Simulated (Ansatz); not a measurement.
Hf3N4 (space group I-43d)

```yaml
crystal:
  lattice:
    - [-3.32557, 3.32557, 3.32557]
    - [3.32557, -3.32557, 3.32557]
    - [3.32557, 3.32557, -3.32557]
  atoms:
    - { symbol: Hf, position: [0.87500, 0.25000, 0.12500] }
    - { symbol: Hf, position: [0.75000, 0.37500, 0.62500] }
    - { symbol: Hf, position: [0.62500, 0.75000, 0.37500] }
    - { symbol: Hf, position: [0.25000, 0.12500, 0.87500] }
    - { symbol: Hf, position: [0.12500, 0.87500, 0.25000] }
    - { symbol: Hf, position: [0.37500, 0.62500, 0.75000] }
    - { symbol: N, position: [0.50000, 0.00000, 0.63945] }
    - { symbol: N, position: [0.00000, 0.13945, 0.50000] }
    - { symbol: N, position: [0.86055, 0.86055, 0.86055] }
    - { symbol: N, position: [0.13945, 0.50000, 0.00000] }
    - { symbol: N, position: [0.00000, 0.63945, 0.50000] }
    - { symbol: N, position: [0.50000, 0.00000, 0.13945] }
    - { symbol: N, position: [0.63945, 0.50000, 0.00000] }
    - { symbol: N, position: [0.36055, 0.36055, 0.36055] }
```

E(V) scan at fixed shape, V₀ the volume above. The atoms relax within the cell's symmetry.

Calculation: PBEsol (plane waves to 420 eV, PAW, scalar-relativistic; Ansatz, a program for electronic structure). k mesh 6×6×6 (Γ-centred), Fermi-Dirac smearing 0.05 eV. Energies are smeared free energies. Compression counts positive. Hf3N4 is run without spin polarisation. Hf3N4 was relaxed with its symmetry unable to fall. Spin-orbit coupling is left out, though Hf is heavy. ΔE is measured from the relaxed starting cell.

```tsv
V (Å³/atom)	ΔE (meV/atom)
9.457	104.8
9.720	55.8
9.983	23.4
10.246	5.5
10.508	0.0
10.771	withheld
11.034	18.1
11.296	37.7
11.559	61.8
```

**Question.** Fit a third-order Birch-Murnaghan form (E₀, V₀, B₀, B₀′ free) to the given rows and predict ΔE at V = 10.771.

**Answer.** Least squares on the 8 given rows: ΔE = E₀ + (9V₀B₀/16)·y²·[2 + (B₀′ − 4)y], y = (V₀/V)^(2/3) − 1, with V₀ = 10.510 Å³/atom, B₀ = 242.1 GPa (160.2 GPa = 1 eV/Å³; the term in eV is multiplied by 1000), B₀′ = 6.81, E₀ = 0.45 meV/atom; root-mean-square residual 0.36 meV/atom. At 10.771 the fit gives 5.0 meV/atom; the calculation gives 4.8 meV/atom, so the interpolation is off by 0.2 (+4.2 %). For the pressure the fit gives -5.5 GPa against the computed -5.7 GPa.

(A scan under strain: stresses follow from slopes of the energy per volume, elastic moduli from its curvatures.)
